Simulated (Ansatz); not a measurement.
Consider the following.

AlNi$_{3}$:
```xyz
4
Lattice="3.5191 0.0000 0.0000 0.0000 3.5191 0.0000 0.0000 0.0000 3.5191" Properties=species:S:1:pos:R:3 pbc="T T T"
Ni     0.0000     1.7595     1.7595
Ni     1.7595     1.7595     0.0000
Ni     1.7595     0.0000     1.7595
Al     0.0000     0.0000     0.0000
```
Starting moments (μB, in the order of the atoms Ni Ni Ni Al): 0.3 0.3 0.3 0.0.

This is the PBEsol-relaxed structure.

Question: All from plane-wave PAW PBEsol (Ansatz code), unless another level is named. Predict the formation energy from the elements (no fitted shifts).

Answer: -0.44 eV/atom.

Question: And the density of states at the Fermi level?

Answer: 0.87 states/eV per atom (mean over ±0.08 eV).

Space group Pm-3m (Cu3Au type). The PBEsol relaxation kept the symmetry of its start. Spin order of the final state: ferromagnetic, the only order run, not a proven ground state. The references are the lowest solids computed at this level, not always the standard phases.

Potentials: the later of the program's two PAW sets.
